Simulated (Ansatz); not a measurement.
NiO (rock salt)

```xyz
2
Lattice="0.0000 2.0578 2.0578 2.0578 0.0000 2.0578 2.0578 2.0578 0.0000" Properties=species:S:1:pos:R:3 pbc="T T T"
O      0.0000     0.0000     0.0000
Ni     2.0578     2.0578     2.0578
```

The slice is a {111} plane (indices of the conventional cell) through the point (0.500, 0.500, 0.500) (fractional), spanned by u = [100] and v = [-1 2 0] in vectors of this cell: u (2.91 Å) and v (5.04 Å, at 90° to u). It covers one period; positions are fractions (u, v).

All values below come from PBEsol (plane waves to 420 eV, PAW, scalar-relativistic; Ansatz, a program for electronic structure). k mesh 19×19×19. Near the nuclei the fields are pseudised (PAW); where an atom keeps semicore shells as valence, they peak there. NiO is run spin-polarised and with no Hubbard U; the real compound is an antiferromagnetic insulator, a state that this run doesn't describe. NiO was relaxed with its symmetry unable to fall. Relaxed NiO ends ferromagnetic. Other magnetic orders were not checked, so this need not be the ground state.

Q: Sketch the valence electron density on this plane as a map.

A: 
| v \ u | 0.00 | 0.14 | 0.29 | 0.43 | 0.57 | 0.71 | 0.86 |
|---|---|---|---|---|---|---|---|
| 0.92 | 1.1 | 0.6 | -0.3 | -0.7 | -0.7 | -0.3 | 0.6 |
| 0.83 | -0.1 | -0.3 | -0.7 | -0.7 | -0.7 | -0.7 | -0.3 |
| 0.75 | -0.7 | -0.7 | -0.8 | -0.7 | -0.7 | -0.8 | -0.7 |
| 0.67 | -0.7 | -0.7 | -0.5 | -0.2 | -0.2 | -0.5 | -0.7 |
| 0.58 | -0.8 | -0.6 | 0.1 | 1.0 | 1.0 | 0.1 | -0.6 |
| 0.50 | -0.8 | -0.5 | 0.5 | 1.6 | 1.6 | 0.5 | -0.5 |
| 0.42 | -0.8 | -0.6 | 0.1 | 1.0 | 1.0 | 0.1 | -0.6 |
| 0.33 | -0.7 | -0.7 | -0.5 | -0.2 | -0.2 | -0.5 | -0.7 |
| 0.25 | -0.7 | -0.7 | -0.8 | -0.7 | -0.7 | -0.8 | -0.7 |
| 0.17 | -0.1 | -0.3 | -0.7 | -0.7 | -0.7 | -0.7 | -0.3 |
| 0.08 | 1.1 | 0.6 | -0.3 | -0.7 | -0.7 | -0.3 | 0.6 |
| 0.00 | 1.8 | 1.1 | -0.1 | -0.7 | -0.7 | -0.1 | 1.1 |

Values: log₁₀ of the valence density in e/Å³. The scale is logarithmic, as a density can span decades between atoms and voids.
